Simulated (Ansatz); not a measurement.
RbBH4 in space group F-43m (No. 216; Rb on 4a, B on 4b, H on 16e), DFT-r²SCAN in the program Ansatz with PAW potentials. The conduction-band minimum lies at X, with 3 equivalent valleys. Second derivatives d²E/dk² of the lowest band at one valley (eV·Å²), along Cartesian directions:

```csv
direction,d²E/dk²
[100],3.840
[010],15.40
[001],15.40
[110],9.619
[101],9.619
[011],15.40
```

Find the principal effective masses, the density-of-states mass and the conductivity mass.

Off-diagonal terms follow from H_xy = H[110] − (H_xx + H_yy)/2, and m*/mₑ = 7.620 eV·Å² over each eigenvalue: 0.49, 0.49, 2.0. One valley's DOS mass (m₁m₂m₃)^(1/3) = 0.79, conductivity mass 3/(Σ 1/mᵢ) = 0.66 mₑ.

What effective density of states Nc follows at 300 K for parabolic valleys?

Nc = 2.509e19 × 3 × (0.79)^(3/2) ≈ 5.3e19 cm⁻³.

The workflow started from a Materials Project entry (that database holds measured and hypothetical structures alike); the Crystallography Open Database copy checked does not list it. Whether it is the stable phase at ambient conditions was not checked. Symmetry was held in the r²SCAN relaxation; whether a distortion lowers the energy is not shown. Scalar-relativistic: spin–orbit coupling is off unless named, which matters more the heavier the elements.

Potentials: the later of the program's two PAW sets.

Edges and masses are those of Kohn–Sham bands, whose gap is no quasiparticle gap.
